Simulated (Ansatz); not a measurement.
A frame of HfSi3 from dynamics at 2740 K, with the forces (eV/Å) computed on a k mesh in the last three columns. Level of theory: Ansatz, DFT PBE, scalar-relativistic, plane waves, PAW.

Plane waves to 420 eV, a k mesh through Γ of 4×3×3 on the computed 20-atom cell and Fermi–Dirac smearing (0.24 eV); no spin polarisation.

```xyz
20
Lattice="6.779 -0.074 -0.247 -0.074 7.081 -0.054 -0.247 -0.054 7.047" Properties=species:S:1:pos:R:3:forces:R:3 pbc="T T T"
Si    6.140    6.638    5.724   -0.340    2.010    0.270
Si    4.164    0.888    6.341    1.240    4.710   -2.950
Si    6.344    5.593    3.589   -0.190   -0.610   -0.360
Si    3.725    6.538    3.232   -0.550   -0.840    0.200
Si    2.325    3.538    3.728    0.890   -0.470   -1.140
Si    4.423    3.155    4.646    0.090   -0.270    0.250
Si    2.620    6.480    6.637   -2.500   -2.660   -0.390
Si    6.548    3.589    2.240    0.290    0.200   -1.050
Si    1.882    6.099    4.333   -0.540   -0.610    3.210
Si    1.760    5.383    2.255   -0.160   -1.120   -3.090
Si    1.570    1.253    4.119    0.070    0.660    0.090
Si    2.286    3.355    6.496    0.830   -1.670   -0.940
Si    0.225    3.190    4.674    0.050   -0.210    1.270
Si    0.002    2.233    0.401   -1.190   -2.200    0.670
Si    4.284    4.858    6.293    0.140   -0.110    0.210
Hf    0.164    4.538    6.889   -0.470    2.080    1.490
Hf    5.060    6.786    1.173    1.970   -1.980   -0.680
Hf    4.140    3.313    1.357    0.410   -0.140    1.190
Hf    5.704    1.005    3.585    0.380    2.680    1.250
Hf    2.089    0.951    1.504   -0.420    0.530    0.510
```

Static pressure 11.0 GPa (no kinetic part), no gap on the mesh.

Counting as bonded all pairs within 1.2 times the summed covalent radii:

```
atom → neighbour mean count mean length (Å) spread (Å)
         Hf → Hf        4.80             3.62        0.40
         Hf → Si        8.00             2.83        0.29
         Si → Hf        2.67             2.83        0.29
         Si → Si        3.07             2.40        0.13
```

Angles between all pairs of such bonds at an atom (mean ± spread): 95 ± 34° at Hf, 100 ± 32° at Si.

Spin-orbit coupling is left out, which matters for the bands of heavy elements.

Cost: 1 run of about 1.1 core-minutes, on AMD EPYC 9R14 (Zen 4) (shared hosts).